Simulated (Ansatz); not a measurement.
A plane-wave DFT run in Ansatz 0.2.0 (scalar-relativistic PAW potentials unless the input names others): input and command.

```yaml
crystal:
  lattice:
    - [5.7975577052, 0.0, 0.0]
    - [-2.8987788526, 5.0208322526, 0.0]
    - [0.0, 0.0, 3.543163901]
  atoms:
    - { symbol: Rb, position: [0.3333333333, 0.6666666667, 0.5] }
    - { symbol: Rb, position: [0.6666666667, 0.3333333333, 0.5] }
    - { symbol: As, position: [0.0, 0.0, 0.0] }
basis:
  ecutwfc: 420
kpoints:
  mp_grid: { grid: [0, 12, 14] }
hamiltonian:
  xc: pbe
scf:
  occupations: { method: gaussian, width: 0.1 }
  max_iter: 75
output:
  forces: true
  eigenvalues: true
  stress: true
```

```bash
ansatz run input.yaml --threads 1 --pin off --max-ram 2560MiB --backend cpu --events-out ev --progress --plain --runs-dir out
```

**Question.** Will this input run?

**Answer.** The program refuses it, because of a mesh with a zero (kpoints.mp_grid.grid: [12, 12, 14] → [0, 12, 14]). With the sound run's settings it is accepted.

Abridged log:
```
Error: invalid value for `kpoints.mp_grid.grid`: each dimension must be in 1..=255
```